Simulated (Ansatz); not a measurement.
The relaxed structure here is a generated cell of TiC: the first start was made by placing the elements on the sites of a structure type, and the end was not matched to a known phase here, so it may be hypothetical. Known forms of TiC include space group No. 225.

The end point of a relaxation of TiC. Space group I4₁md (No. 109). The numbers are results of PBEsol (plane waves to 420 eV, PAW, scalar-relativistic; Ansatz, a program for electronic structure), not measurements.

```cif
data_C2Ti2
_chemical_formula_sum 'Ti2 C2'
_space_group_name_H-M_alt 'P 1'
_space_group_IT_number 1
_cell_length_a 5.67056
_cell_length_b 5.67056
_cell_length_c 5.67056
_cell_angle_alpha 151.470
_cell_angle_beta 151.470
_cell_angle_gamma 40.788
loop_
_space_group_symop_operation_xyz
  'x, y, z'
loop_
_atom_site_label
_atom_site_type_symbol
_atom_site_fract_x
_atom_site_fract_y
_atom_site_fract_z
_atom_site_occupancy
Ti1 Ti 0.25653 0.25653 0.00000 1
Ti2 Ti 0.00653 0.50653 0.50000 1
C1 C 0.65947 0.65947 0.00000 1
C2 C 0.40947 0.90947 0.50000 1
```

- Volume per atom = 10.38 Å³
- Density = 4.79 g/cm³
- Band gap = no gap on the sampled points, where the bands overlap only slightly; such a result is sensitive to mesh and level
- Shortest distances = C–Ti 2.14 Å; Ti–Ti 2.79 Å; C–C 2.79 Å
- k-mesh = 23×23×23

Band energies at high-symmetry points (eV from the Fermi level; labels of this space group; no spin-orbit coupling), from −5 eV up to 2.8 eV:

```csv
point,energies
Γ,-1.79 -0.64 -0.41 -0.41 -0.34 0.35 0.35
X,-4.01 -4.01 -3.46 -3.46 -1.58 -1.58 1.32 1.32
P,-4.09 -4.09 -3.31 -3.31 -1.70 -1.70 1.44 1.44
N,-4.15 -1.86 -0.86 -0.78 -0.31 0.07 1.37 2.41
M,-3.10 -3.10 -1.01 -1.01 -0.94 -0.94 1.65 1.65
S,-4.11 -1.83 -0.84 -0.83 -0.35 0.06 1.49 2.24
S0,-4.11 -1.83 -0.84 -0.83 -0.35 0.06 1.49 2.24
R,-4.02 -4.02 -3.41 -3.41 -1.57 -1.57 1.32 1.32
```

No spin polarisation in the result.

The run could not lose the symmetry of its start, so the end can be a saddle point.
